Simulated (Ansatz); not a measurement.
MnHg (P4/mmm), a sublattice moved along a line

All numbers below come from DFT PBE, scalar-relativistic, plane waves, PAW in Ansatz 0.2.0. Settings: plane waves to 420 eV, k-mesh 14×14×14 (Γ-centred), Gaussian smearing 0.15 eV. Spin–orbit coupling is left out, which matters for the heavy elements here. Collinear spins, started from moments 4.2, 0.0 μB in atom order; the magnetic state may not be the lowest. Energies are free energies at this smearing, counted from the undisturbed cell; pressure is positive in compression.

Reference structure (as given, not relaxed at this level; it stands at 1.8 GPa, and it needn't be the usual structure):

```
Mn Hg
1.0
     3.28800    0.00000    0.00000
     0.00000    3.28800    0.00000
     0.00000    0.00000    3.31300
Mn Hg
1 1
Direct
  0.50000 0.50000 0.50000
  0.00000 0.00000 0.00000
```

Every Hg atom is moved by x along the Cartesian unit vector (0.000, 0.000, 1.000); the cell and all other atoms stay fixed. The cell is metallic on the mesh throughout.

| x (Å) | ΔE (meV/cell) |
| --- | --- |
| -0.5000 | 424.5 |
| -0.2500 | 106.9 |
| 0.0000 | 0.0 |
| 0.0625 | 6.7 |
| 0.1250 | 26.9 |
| 0.1875 | 60.4 |
| 0.3125 | 166.2 |
| 0.3750 | 238.5 |
| 0.4375 | 324.5 |

**Question.** Predict the moment (μB/cell) at each point.

**Answer.**
```csv
x (Å),moment (μB/cell)
-0.5000,3.82
-0.2500,3.84
0.0000,3.86
0.0625,3.86
0.1250,3.86
0.1875,3.85
0.3125,3.83
0.3750,3.82
0.4375,3.82
```

Cost: 9 runs of about 11 core-minutes in all, on Arm Neoverse V1 (shared hosts).